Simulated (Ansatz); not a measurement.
Spinel alloy of ZnGa2O4 and ZnAl2O4 (4 of 16 Ga sites exchanged), 56 atoms

Ansatz, PAW, plane waves. PBEsol relaxation of volume and atoms (shape held) at the single k point (¼, ¼, ¼) without its symmetry partners; single points on the relaxed atoms at the single k point (¼, ¼, ¼) without its symmetry partners, onto which points of the small cell's zone fold. Arrangement: clustered. No spin–orbit coupling unless named.

Relaxed structure:

```
CELL_PARAMETERS angstrom
8.27806 0.00000 0.00000
0.00000 8.27806 0.00000
0.00000 0.00000 8.27806
ATOMIC_POSITIONS crystal
Zn 0.87491 0.37463 0.37481
Zn 0.37489 0.87462 0.37514
Zn 0.37506 0.37474 0.87481
Zn 0.12902 0.12129 0.12130
Zn 0.87507 0.87457 0.87501
Zn 0.62145 0.62874 0.12151
Zn 0.62149 0.12109 0.62895
Zn 0.12917 0.62878 0.62919
Al 0.49782 0.99750 0.99786
Al 0.25234 0.75199 0.99791
Al 0.25228 0.99775 0.75232
Al 0.49796 0.75208 0.75221
O 0.50807 0.00762 0.23053
O 0.73786 0.23762 0.23792
O 0.50794 0.23026 0.00809
O 0.73053 0.00779 0.00793
O 0.01217 0.51186 0.23799
O 0.24202 0.74164 0.23056
O 0.01967 0.74178 0.00822
O 0.24220 0.51926 0.00826
O 0.01954 0.00804 0.74215
O 0.24182 0.23042 0.74198
O 0.01208 0.23788 0.51216
O 0.24206 0.00815 0.51955
O 0.26075 0.26059 0.26090
O 0.48952 0.48903 0.26088
O 0.48936 0.26054 0.48942
O 0.26086 0.48927 0.48935
O 0.50823 0.51935 0.74194
O 0.73064 0.74170 0.74188
O 0.50841 0.74195 0.51948
O 0.73820 0.51197 0.51207
O 0.76100 0.76054 0.26078
O 0.98946 0.98913 0.26073
O 0.98955 0.76056 0.48942
O 0.76097 0.98918 0.48928
O 0.76074 0.26073 0.76078
O 0.98946 0.48914 0.76082
O 0.98918 0.26058 0.98943
O 0.76076 0.48918 0.98936
O 0.26590 0.76566 0.76581
O 0.48447 0.98430 0.76548
O 0.48451 0.76523 0.98439
O 0.26557 0.98417 0.98450
Ga 0.74814 0.24832 0.99886
Ga 0.74858 0.99854 0.24819
Ga 0.00177 0.50143 0.99889
Ga 0.00185 0.99868 0.50164
Ga 0.49911 0.50149 0.50161
Ga 0.25118 0.24850 0.50196
Ga 0.25144 0.50141 0.24842
Ga 0.49868 0.24782 0.24860
Ga 0.74858 0.75115 0.50161
Ga 0.74853 0.50164 0.75131
Ga 0.00192 0.75096 0.24854
Ga 0.00147 0.24811 0.75132
```

Task: What are the mean bond lengths by pair (pairs within 1.2 times the sum of covalent radii, less contacts 15 % beyond the pair's median; cation–cation pairs of compounds aside; long ionic contacts are cut short by that bound)?

Result: Al–O 1.929 ± 0.001 Å (standard deviation, 24 bonds); Ga–O 1.991 ± 0.009 Å (standard deviation, 72 bonds); O–Zn 1.964 ± 0.001 Å (standard deviation, 32 bonds).

Task: What gap lies between the top filled and the lowest empty level in the single points?

Result: HSE06 5.81 eV (41 s on NVIDIA H100). Away from Γ this isn't the crystal's band gap.
